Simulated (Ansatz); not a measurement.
# Rb$_{3}$NaH$_{4}$: ab initio molecular dynamics

These are results of DFT PBEsol, scalar-relativistic, plane waves, PAW (Ansatz 0.2.0), not measurements. Settings: plane waves to 420 eV, k-mesh 2×2×2 (shifted by 0.5, 0.5, 0.5 steps), Fermi–Dirac smearing 0.22 eV. The mesh is coarse. No spin polarisation.

16 atoms, starting at 1.10 times the perfect crystal's volume (space group Pm-3m, the cell as given, not relaxed at this level); Nosé–Hoover thermostat at 2600 K, fixed cell; 44 steps of 0.5 fs. The run is short and not equilibrated.

First frame:

```yaml
crystal:
  lattice:
    - [-6.03268, 6.03268, 0.00000]
    - [0.00000, 6.03268, -6.03268]
    - [-6.03268, 0.00000, -6.03268]
  atoms:
    - { symbol: Rb, position: [0.75000, 0.25000, 0.25000] }
    - { symbol: Rb, position: [0.25000, 0.75000, 0.75000] }
    - { symbol: Rb, position: [0.75000, 0.75000, 0.25000] }
    - { symbol: Rb, position: [0.25000, 0.25000, 0.75000] }
    - { symbol: Rb, position: [0.25000, 0.75000, 0.25000] }
    - { symbol: Rb, position: [0.75000, 0.25000, 0.75000] }
    - { symbol: Na, position: [0.75000, 0.75000, 0.75000] }
    - { symbol: Na, position: [0.25000, 0.25000, 0.25000] }
    - { symbol: H, position: [0.50000, 0.00000, 0.00000] }
    - { symbol: H, position: [0.00000, 0.50000, 0.50000] }
    - { symbol: H, position: [0.50000, 0.50000, 0.00000] }
    - { symbol: H, position: [0.00000, 0.00000, 0.50000] }
    - { symbol: H, position: [0.00000, 0.50000, 0.00000] }
    - { symbol: H, position: [0.50000, 0.00000, 0.50000] }
    - { symbol: H, position: [0.50000, 0.50000, 0.50000] }
    - { symbol: H, position: [0.00000, 0.00000, 0.00000] }
```

```
Mean temperature over the second half                                                                                                                                                                          : 1991 K
Mean pressure over the second half (kinetic part included)                                                                                                                                                     : 0.8 GPa
Mean potential energy above the perfect crystal (as given, at volume ratio 1; besides heat the difference comes from the volume, 10 % larger; its own run had another smearing, without effect beside its gap) : 92 meV/atom
Drift of the conserved energy over the run                                                                                                                                                                     : -0.024 meV/atom
Mean-square drift of H from first to last step (mean shift of all atoms removed)                                                                                                                               : 0.82 Å²
Mean-square drift of Na from first to last step (mean shift of all atoms removed)                                                                                                                              : 0.38 Å²
Mean-square drift of Rb from first to last step (mean shift of all atoms removed)                                                                                                                              : 0.10 Å²
```

Pair distribution functions g(r), second half of the run, up to half the cell's height:

```csv
r (Å),H-H,H-Na,H-Rb
1.55,0.0,0.0,0.0
1.65,0.0,3.5,0.0
1.75,0.0,1.6,0.0
1.85,0.0,1.4,0.0
1.95,0.0,2.8,0.0
2.05,0.0,1.4,0.0
2.15,0.0,1.6,0.0
2.25,0.0,2.1,0.0
2.35,0.0,1.4,0.3
2.45,0.0,3.2,0.6
2.55,0.0,3.1,0.4
2.65,0.0,2.8,3.4
2.75,0.0,0.9,4.8
2.85,0.3,1.9,1.8
2.95,0.2,0.9,2.9
3.05,0.3,0.4,2.5
3.15,0.4,0.0,2.7
3.25,0.3,0.0,1.5
3.35,1.0,0.2,1.6
```

Along the run (potential energy from its first value; pressure with the kinetic part):

```
t (fs) T (K)  ΔE_pot (meV/atom) P (GPa)
   0.0   2600                0.0     -0.3
   0.5   2599                0.1     -0.3
   1.0   2596                0.4     -0.3
   1.5   2592                1.0     -0.3
   2.0   2586                1.7     -0.2
   2.5   2578                2.7     -0.2
   3.0   2568                3.8     -0.2
   3.5   2558                5.1     -0.2
   4.0   2546                6.6     -0.2
   4.5   2532                8.2     -0.1
   5.0   2518               10.0     -0.1
   5.5   2502               11.8     -0.1
   6.0   2486               13.8      0.0
   6.5   2469               15.9      0.0
   7.0   2451               18.1      0.0
   7.5   2432               20.3      0.1
   8.0   2413               22.7      0.1
   8.5   2393               25.1      0.2
   9.0   2372               27.7      0.2
   9.5   2350               30.4      0.3
  10.0   2326               33.3      0.3
  10.5   2301               36.3      0.4
  11.0   2273               39.7      0.4
  11.5   2244               43.3      0.5
  12.0   2212               47.2      0.5
  12.5   2176               51.4      0.6
  13.0   2139               56.0      0.6
  13.5   2098               60.9      0.7
  14.0   2056               66.1      0.8
  14.5   2014               71.3      0.8
  15.0   1972               76.4      0.9
  15.5   1932               81.2      0.9
  16.0   1898               85.4      0.9
  16.5   1870               88.8      1.0
  17.0   1851               91.2      1.0
  17.5   1841               92.5      1.0
  18.0   1840               92.6      1.0
  18.5   1848               91.7      1.0
  19.0   1863               89.9      1.0
  19.5   1884               87.4      1.0
  20.0   1908               84.5      1.0
  20.5   1934               81.5      0.9
  21.0   1960               78.4      0.9
  21.5   1984               75.5      0.9
  22.0   2006               72.9      0.9
```

Cost: 1 run of about 9.1 core-minutes (earlier runs that led there not counted), on Arm Neoverse N1 (shared hosts).